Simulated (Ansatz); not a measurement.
Below is a relaxed structure of Al₄FeCo₃. The cell was found from a structure generator's guess, not taken from experiment.

Method: DFT PBE, scalar-relativistic, plane waves, PAW in Ansatz. Cutoff 420 eV, Γ-centred mesh, Gaussian smearing, no spin polarisation.

```cif
data_structure
_symmetry_space_group_name_H-M 'P 1'
_symmetry_Int_Tables_number 1
_cell_length_a 5.7085
_cell_length_b 5.7085
_cell_length_c 2.8575
_cell_angle_alpha 90.000
_cell_angle_beta 90.000
_cell_angle_gamma 90.000
_cell_volume 93.12
loop_
_atom_site_label
_atom_site_type_symbol
_atom_site_fract_x
_atom_site_fract_y
_atom_site_fract_z
_atom_site_occupancy
Al1 Al 0.74750 0.74750 0.00000 1
Al2 Al 0.74750 0.25250 0.00000 1
Al3 Al 0.25250 0.74750 0.00000 1
Al4 Al 0.25250 0.25250 0.00000 1
Fe1 Fe 0.50000 0.50000 0.50000 1
Co1 Co 0.50000 0.00000 0.50000 1
Co2 Co 0.00000 0.50000 0.50000 1
Co3 Co 0.00000 0.00000 0.50000 1
```

Energies over the elements count from the elements' standard structures at the same level, with no fitted energy shifts.

Problem. What space group does it have?

Solution. P4/mmm (No. 123). Conventional cell: a = 5.708 Å, c = 2.857 Å. Al has 2 Fe at 2.46 Å, 6 Co at 2.47–2.49 Å and 6 Al at 2.83–2.88 Å; around Fe lie 8 Al at 2.46 Å, 4 Co at 2.85 Å and 2 Fe at 2.86 Å; Co on a site of symmetry mmm is surrounded by 8 Al at 2.47 Å, 2 Fe at 2.85 Å and 4 Co at 2.85–2.86 Å; Co on a site of symmetry 4/mmm has 8 Al at 2.49 Å and 6 Co at 2.85–2.86 Å.

Problem. What is its formation energy per atom?

Solution. −0.53 eV/atom. A negative formation energy is needed for stability but isn't enough: competing phases decide.

Problem. Is it a metal?

Solution. Yes, bands cross the Fermi level on the 8×8×14 mesh.

The last run used an 8×8×14 mesh (in the run's order of axes) for its 8-atom cell and Gaussian smearing of 0.10 eV. Trial moments died out on the coarse mesh, so the last step has no spin; another magnetic start might hold. A later test with randomly moved atoms came back to the same energy, though modes that don't fit the test's cell weren't probed.
